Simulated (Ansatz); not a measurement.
BN: energy along a strain

BN, P6_3mc, a = 2.554 Å, c = 4.227 Å (as given, not relaxed at this level: -13.7 GPa, forces to 0.02 eV/Å). This isn't the usual stable structure of the compound. Ansatz: LDA, PAW, 420 eV, Γ-centred 12×12×6 mesh on 4 atoms, Gaussian smearing 0.05 eV; no spin polarisation. Cell vectors (Å): 2.554 0.000 0.000; -1.277 2.212 0.000; 0.000 0.000 4.227. The cell is strained by x per cent times the pattern (0 0 0 0 0 1) in the order xx yy zz yz xz xy (engineering shears), with fractional coordinates held. y is the free energy over the start, V0 = 5.969 Å³/atom. Symmetry makes y even in x.

```
x (%) y (meV/atom)
-2.00             ?
-1.00          0.74
 0.00          0.00
 0.25          0.06
 0.50          0.19
 0.75          0.42
 1.25          1.15
 1.50          1.66
 1.75          2.25
```

Question: Fit y = c2 x² + c4 x⁴ to the other rows, get the stiffness along the pattern, and predict the missing energy.

Answer: Least squares on the rows shown. y = 0.7436 x² − 0.002937 x⁴. The clamped-ion stiffness p·C·p = 2 × 7.436 eV × 160.2 / 5.969 Å³ = 399 GPa, which is C66 in these axes (second derivative at the start, which stands under stress). At x = -2.00 the fit asked for gives 2.93 meV/atom. The run gave 2.95 meV/atom, so the fit is 0.02 meV/atom too low, a small miss on the scale of the series.